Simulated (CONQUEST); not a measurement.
Input and output of a self-consistent single point for Sn2GeTe3 (P-3m1, 12 atoms in the cell; from Materials Project mp-1218976, changed as shown) (CONQUEST).

Level of theory: LDA (PW92), numerical atomic orbitals double-zeta with polarisation (the shipped basis), PseudoDojo norm-conserving potentials made for LDA (CONQUEST).

The change in words: lattice scaled by 0.98. Reference geometry (P-3m1):
```yaml
crystal:
  lattice:
    - [4.42633, 0.00000, 0.00000]
    - [0.00000, 7.66663, 0.00000]
    - [0.00000, 0.00000, 10.98346]
  atoms:
    - { symbol: Sn, position: [0.00000, 0.33333, 0.82714] }
    - { symbol: Sn, position: [0.50000, 0.16667, 0.17286] }
    - { symbol: Sn, position: [0.50000, 0.83333, 0.82714] }
    - { symbol: Sn, position: [0.00000, 0.66667, 0.17286] }
    - { symbol: Ge, position: [0.00000, 0.00000, 0.50000] }
    - { symbol: Ge, position: [0.50000, 0.50000, 0.50000] }
    - { symbol: Te, position: [0.00000, 0.33333, 0.34809] }
    - { symbol: Te, position: [0.50000, 0.16667, 0.65191] }
    - { symbol: Te, position: [0.00000, 0.00000, 0.00000] }
    - { symbol: Te, position: [0.50000, 0.83333, 0.34809] }
    - { symbol: Te, position: [0.00000, 0.66667, 0.65191] }
    - { symbol: Te, position: [0.50000, 0.50000, 0.00000] }
```

Reference input (self-consistent single point, DFT, LDA (PW92), numerical atomic orbitals double-zeta with polarisation (the shipped basis), PseudoDojo norm-conserving potentials made for LDA): basis = DZP; Diag.MPMeshX, Y, Z = 4 2 2; potentials = PseudoDojo norm-conserving LDA; Grid.GridCutoff = 140 Ha; DM.SolutionMethod = diagon; Diag.kT = 0.003675 Ha; Diag.GammaCentred = true; minE.SCTolerance = 1.0e-06; SC.MaxIters = 100; SC.LinearMixingFactor = 0.5; AtomMove.TypeOfRun = static. This run's input differs from it in these lines:

```diff
@@ -31,5 +31,5 @@
 # file: input.coords
-     8.364551437      0.000000000      0.000000000
-     0.000000000     14.487827219      0.000000000
-     0.000000000      0.000000000     20.755731301
+     8.197259653      0.000000000      0.000000000
+     0.000000000     14.198069844      0.000000000
+     0.000000000      0.000000000     20.340617053
 12
```

Log, with long lists cut:

```
    new_SC_potl: Starting.  Tolerance:  0.10000E-05

    PulayMixSC: Starting Pulay mixing, A_up =  0.500 A_dn =  0.500
    PulayMixSC: Spin non-polarised calculation.
          Harris-Foulkes Energy            :    -30491.566994668075495 eV
          GroundState Energy (E-(1/2)TS)   :    -30491.611288132564368 eV
          Free Energy (E-TS)               :    -30491.655581597049604 eV
          DFT Total Energy                 :    -30490.219146500992792 eV
          Total number of electrons        :       180.000000000004746
    PulayMixSC: Pulay iteration     1 residual:              0.48437E-03
   [... lines left out ...]
          Total number of electrons        :       180.000240173399959
    PulayMixSC: Pulay iteration     7 residual:              0.26723E-05
          Harris-Foulkes Energy            :    -30490.815483976868563 eV
          GroundState Energy (E-(1/2)TS)   :    -30490.865010133111355 eV
          Free Energy (E-TS)               :    -30490.914536289346870 eV
          DFT Total Energy                 :    -30490.815474184808409 eV
          Total number of electrons        :       180.000241516891975
    PulayMixSC: Pulay iteration     8 residual:              0.54652E-06
    PulayMixSC: Reached SCF tolerance of  0.54652E-06 after      8 iterations
      | Number of electrons      =       180.000242
      |* band energy as 2Tr[K.H] =     -4679.441330136783108 eV
      |  screened ion-ion energy =    -23019.004898477003735 eV
      |  Ha correction           =        92.018235405931762 eV
      |  XC correction           =     -2884.388695658336019 eV
      | GS Energy as E-(1/2)TS   =    -30490.865010133111355 eV
      | Free Energy as E-TS      =    -30490.914536289346870 eV
      |* Harris-Foulkes energy   =    -30490.815483976868563 eV
      |* DFT total energy        =    -30490.815474184808409 eV
      |  estimated accuracy      =        -0.000009792060340 eV

    force: Forces on atoms (eV/a0)
    force:  Atom   X              Y              Z
   [... lines left out ...]
    force: Maximum force :        0.03532958(eV/a0) on atom         3 in z direction
   [... lines left out ...]
    force: Force Residual:        0.02096199 eV/a0
    force: Total stress:          0.63455732     0.00000000     0.00000000 GPa
                             0.00000000     1.05686980    -0.38451583
                             0.00000000    -0.38451583     0.65613205
    force: Average pressure:     -0.78251972 GPa

    force: Finished force
    get_E_and_F: Change in energy during last step of electronic optimisation:  0.15353E-05
```

The run converged in 8 iterations. CONQUEST prints the stress tensor with tension positive. Against the reference run the free energy goes down by 23.7 meV/atom and the pressure goes from -3.31 to -0.78 GPa.

The program uses no crystal symmetry, so grid and mesh can part values that symmetry would make equal. The atom-centred basis is finite, which shifts total energies and pressures against plane waves. The structure comes from a collection of computed structures, made at another level of theory; the collection holds predicted forms beside known ones. No clean gap shows at this smearing width and mesh (spacing up to 0.42 Å⁻¹); the mesh is coarse for partly filled bands, so the values carry mesh errors. Semi-local functionals can close small gaps.

Cost on one core: around 60 core-seconds (rough).
